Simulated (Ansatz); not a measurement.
Here is the system:

CuI (wurtzite)

Space group P6₃mc (No. 186); a = 4.187 Å, b = 4.187 Å, c = 6.897 Å, α = 90.00°, β = 90.00°, γ = 120.00°

```json
[
 {"atom": "Cu", "site": "2b", "symmetry": "3m.", "x": "0.3333", "y": "0.6667", "z": "0.3737"},
 {"atom": "I", "site": "2b", "symmetry": "3m.", "x": "0.3333", "y": "0.6667", "z": "0.0013"}
]
```

Equation-of-state scan: isotropic scaling of the cell above, V₀ being its volume. The atoms relax within the cell's symmetry.

Level of theory: PBEsol (plane waves to 420 eV, PAW, scalar-relativistic; Ansatz, a program for electronic structure). k mesh 9×9×5 (Γ-centred), Fermi-Dirac smearing 0.05 eV. Energies are smeared free energies. Stress and pressure are positive under compression. With the shape held, the modulus is that of even scaling; a crystal free to change shape is softer. CuI is run without spin polarisation. CuI was relaxed with its symmetry unable to fall. Spin-orbit coupling is left out, though I is heavy. The PAW data are Ansatz's earlier set. This is one of several known forms of CuI; the measured ambient cells at hand have space group No. 156 or 216. ΔE is measured from the relaxed starting cell.

The scan covers V/V₀ from 0.940 to 1.060 in 9 points.

**Question.** What pressure does the cell carry at V/V₀ = 0.940?

**Answer.** 3.57 GPa.

**Question.** What is ΔE at V/V₀ = 1.060?

**Answer.** 12.8 meV/atom.

**Question.** What is ΔE at V/V₀ = 0.940?

**Answer.** 16.4 meV/atom.

(A scan under strain: stresses follow from slopes of the energy per volume, elastic moduli from its curvatures.)
